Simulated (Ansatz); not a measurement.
**SrMg: stiffness from a series of strains**

```yaml
crystal:
  lattice:
    - [3.90000, 0.00000, 0.00000]
    - [0.00000, 3.90000, 0.00000]
    - [0.00000, 0.00000, 3.90000]
  atoms:
    - { symbol: Sr, position: [0.50000, 0.50000, 0.50000] }
    - { symbol: Mg, position: [0.00000, 0.00000, 0.00000] }
```

Atom numbers follow the list: Sr1, Mg2.

Conventional cell: a = 3.900 Å, b = 3.900 Å, c = 3.900 Å, α = 90.00°, β = 90.00°, γ = 90.00°. Sr (atom 1) has 8 Mg at 3.38 Å as nearest neighbours. Mg (atom 2) is surrounded by 8 Sr at 3.38 Å.

The cell is COD entry 9008822, as deposited and not checked against the literature; nothing was relaxed.

These are results of DFT, LDA, all-electron LAPW, scalar-relativistic (Ansatz 0.2.0), not measurements.

Settings: a Γ-centred 9×9×9 k mesh, Fermi–Dirac smearing of 0.05 eV, basis error target 0.5 meV/atom, no spin polarisation.

The strain is applied along the Cartesian axes of the cell as listed (γ is the engineering shear, twice εxy = εyz = εzx). Fractional coordinates are held (clamped ions).

σ is the change of stress from the unstrained cell, which is at 3.43 GPa; tension is positive, so slopes are stress–strain coefficients at that pressure. In a metal the k mesh adds noise.

Only quantities that a quadratic follows smoothly over the whole series are listed; rougher ones are left out.

| γ | σxy (GPa) |
| --- | --- |
| -0.0200 | -0.64 |
| 0.0000 | 0.00 |
| 0.0100 | 0.30 |
| 0.0200 | 0.59 |

Task: Fit the series and read off the stiffness at zero strain.

Result: Least-squares fits y = p0 + p1 x + p2 x² to the rows give σxy (GPa): p1 = 30.7, p2 = -61. So C44 (clamped ions) = 31 GPa.

Task: One run, at γ = -0.0100, is withheld. Predict its row.

Result: The fits give -0.31; the run gave -0.31.
